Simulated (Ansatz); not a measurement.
Input:

SrScHO2 in space group P4/mmm (No. 123; Sr on 1d, Sc on 1a, O on 2f, H on 1b), a = 4.1130 Å, b = 4.1130 Å, c = 3.8372 Å, α = 90.00°, β = 90.00°, γ = 90.00°.

This is the r²SCAN-relaxed structure.

Q: All from r²SCAN in the plane-wave PAW code Ansatz, unless another level is named. Estimate the HSE06 gap on the r²SCAN cell.

A: 3.73 eV.

Q: And the smallest direct gap on the standard path?

A: 3.31 eV.

Q: Give the electron effective mass with spin–orbit coupling.

A: 0.29, 0.88, 1.3 mₑ (principal values).

Q: What about the conduction-band minimum?

A: at R (2 equivalent valleys).

The start of the workflow was typed in or built on a structure type; neither database checked (COD, Materials Project) lists it. Whether it is the stable phase at ambient conditions was not checked. The cell was relaxed with r²SCAN under the symmetry of its start; its stability against distortions is not shown here. The run is not spin-polarised. Spin–orbit coupling is left out wherever it is not named.

Potentials: the earlier of the program's two PAW sets.
